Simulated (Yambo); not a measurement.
G0W0@PBEsol for CsH (CsCl type, space group Pm-3m, No. 221) in Yambo. Reference settings: 4×4×4 Γ-centred k mesh, 192 bands and a 8 Ry block in the screening, 192 bands in G with the Bruneval-Gonze terminator, plasmon pole fitted at 27.2 eV. The PBEsol gap R → X on this mesh is 2.46 eV; G0W0 gaps are taken between the same points.

With and without the terminator, as bands are cut:

```tsv
bands in G (in W)	gap, terminator (eV)	gap, none (eV)	valence shift, terminator (eV)	valence shift, none (eV)
62 (192)	4.391	4.370	-1.336	-1.030
118 (192)	4.402	4.414	-1.392	-1.285
192 (192)	4.406	4.421	-1.403	-1.365
```

Over this range the gap spans 0.015 eV with the terminator and 0.051 eV without, the valence shift 0.067 eV and 0.335 eV. Neither column has reached its limit for certain.

Geometry of the Materials Project entry, not relaxed at this level; primitive cell a = 3.818 Å, b = 3.818 Å, c = 3.818 Å, α = 90.00°, β = 90.00°, γ = 90.00°.

The structure is a Materials Project entry; no match was found in the copy of COD used, and its stability was not checked.

A shift is the quasiparticle energy of the state minus its PBEsol energy.
